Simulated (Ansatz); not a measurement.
Ge₂Sb₂Te₅:
```
Ge2Sb2Te5
1.0
    2.12022     1.22411    17.52552
   -2.12022     1.22411    17.52552
    0.00000    -2.44822    17.52552
Te Ge Sb
5 2 2
Direct
  0.00000   0.00000   0.00000
  0.39780   0.39780   0.39780
  0.80207   0.80207   0.80207
  0.19793   0.19793   0.19793
  0.60220   0.60220   0.60220
  0.69931   0.69931   0.69931
  0.30069   0.30069   0.30069
  0.10298   0.10298   0.10298
  0.89702   0.89702   0.89702
```

Relaxed with r²SCAN+D4.

**Question.** Which orbitals make up the states near the band edges in r²SCAN+D4 (plane waves, PAW; program Ansatz)?

**Answer.** Top 1 eV of the valence band: Te 5p 72 %, Ge 4s 10 %, Sb 5s 7 %. Bottom 1 eV of the conduction band: Sb 5p 33 %, Ge 4p 30 %, Te 5p 26 %, Te 5s 5 %. Projections are on Löwdin-orthogonalised atomic valence shells; empty p or d shells of many metals are not among them.

**Question.** Tabulate the density of states.

**Answer.** States/eV per cell of 9 atoms, in 0.25 eV bins, energy from the valence-band maximum.

```
E (eV)  total  Te 5p  Sb 5p  Ge 4p
------  -----  -----  -----  -----
-7.85    1.96   0.36   0.03   0.03
-7.60    1.33   0.25   0.02   0.02
-7.35    1.11   0.21   0.01   0.02
-7.10    0.54   0.10   0.01   0.01
-6.85    0.39   0.07   0.01   0.01
-6.60    0.34   0.06   0.01   0.01
-6.35    0.32   0.05   0.01   0.01
-6.10    0.27   0.04   0.01   0.00
-5.85    1.30   0.60   0.23   0.25
-5.60    1.75   0.94   0.38   0.38
-5.35    3.52   1.86   1.02   0.49
-5.10    3.38   1.82   1.06   0.37
-4.85    3.78   2.07   1.08   0.50
-4.60    3.67   2.04   0.97   0.51
-4.35    6.12   3.43   1.53   0.84
-4.10    6.07   3.46   1.44   0.87
-3.85    7.82   4.49   1.91   1.02
-3.60    7.04   4.09   1.76   0.81
-3.35    6.27   3.72   1.39   0.80
-3.10    7.48   4.59   1.39   1.09
-2.85    7.30   4.60   1.14   1.10
-2.60    6.62   4.21   0.94   1.01
-2.35    5.31   3.47   0.69   0.81
-2.10    6.40   4.40   0.49   1.05
-1.85    7.00   4.89   0.44   1.06
-1.60    5.09   4.00   0.20   0.50
-1.35    5.88   4.84   0.19   0.35
-1.10    4.02   3.02   0.19   0.24
-0.85    5.70   4.11   0.26   0.32
-0.60    5.62   4.01   0.21   0.20
-0.35    2.98   2.14   0.10   0.08
-0.10    0.13   0.09   0.00   0.00
0.15     0.00   0.00   0.00   0.00
0.40     0.02   0.00   0.01   0.01
0.65     2.84   0.56   1.02   0.97
0.90     6.96   1.60   2.45   2.14
1.15     7.31   1.99   2.31   2.23
1.40     8.51   2.50   2.58   2.38
1.65     6.03   2.07   2.21   1.01
1.90     4.94   1.85   1.93   0.67
2.15     4.64   1.79   1.72   0.65
2.40     5.91   2.34   2.08   0.88
2.65     5.10   1.97   1.58   0.90
2.90     4.12   1.35   0.98   0.89
3.15     4.90   1.57   0.92   1.45
3.40     4.48   1.40   0.69   1.39
3.65     6.36   1.71   0.86   1.59
3.90     5.46   1.35   0.57   1.33
4.15     5.72   1.48   0.60   1.44
4.40     5.50   1.49   0.62   1.35
4.65     5.19   1.12   0.31   1.28
4.90     5.81   1.15   0.25   1.38
5.15     5.58   1.04   0.20   1.23
```

Space group R-3m. The start of the workflow was typed in or built on a structure type; neither database checked (COD, Materials Project) lists it. It is not the phase usual at ambient conditions (space group No. 164). Symmetry was held in the r²SCAN+D4 relaxation; its stability against distortions is not shown here. Scalar-relativistic: spin–orbit coupling is off unless named, which matters more the heavier the elements.

Potentials: the later of the program's two PAW sets.
